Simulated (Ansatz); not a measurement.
The calculation used DFT PBE, scalar-relativistic, plane waves, PAW (Ansatz 0.2.0). All cells share a 420 eV cutoff and Γ-centred k meshes spaced at most about 0.3 Å⁻¹ (about 0.25 or finer for metals, 2π included). No spin polarisation in the final relaxations.

These are static total energies at zero pressure. All come from trial cells, and lower structures may exist.

Question: Order these relaxed structures of Ge₂W₃ by energy, lowest first, with the energy over the lowest of them.
A.

```xyz
5
Lattice="2.2962 1.3257 4.3918 -2.2962 1.3257 4.3918 0.0000 -2.6514 4.3918" Properties=species:S:1:pos:R:3 pbc="T T T"
Ge    0.0000    0.0000    2.6345
Ge    0.0000    0.0000   10.5410
W     0.0000    0.0000    7.9118
W     0.0000    0.0000    5.2637
W     0.0000    0.0000    0.0000
```

B.

```xyz
5
Lattice="4.2944 0.0000 0.0000 -2.1472 3.7191 0.0000 0.0000 0.0000 5.3542" Properties=species:S:1:pos:R:3 pbc="T T T"
Ge    0.0000    2.4794    1.0762
Ge    2.1472    1.2397    4.2780
W     0.0000    0.0000    0.0000
W     0.0000    2.4794    3.6756
W     2.1472    1.2397    1.6786
```

Answer: A (0 meV/atom), B (394 meV/atom). Forms: A Ge and W ordered on bcc sites, R-3m; B P-3m1. Counting Ge atoms around W (those within 1.25 times the shortest such distance or 1.15 times the sum of covalent radii, 1.27 where that leaves under three; a plus sign parts nearer from farther groups; a slash parts the counts of unlike sites): A has W 4+3/2+6; B has W 5/6. Even the lowest lies +0.39 eV/atom against the elements.

Spin–orbit coupling, which can matter for W, is left out. Cells relaxed within their symmetry can be saddle points. Some structure types and database cells were kept out of the candidates from the start, so a known form may be missing.
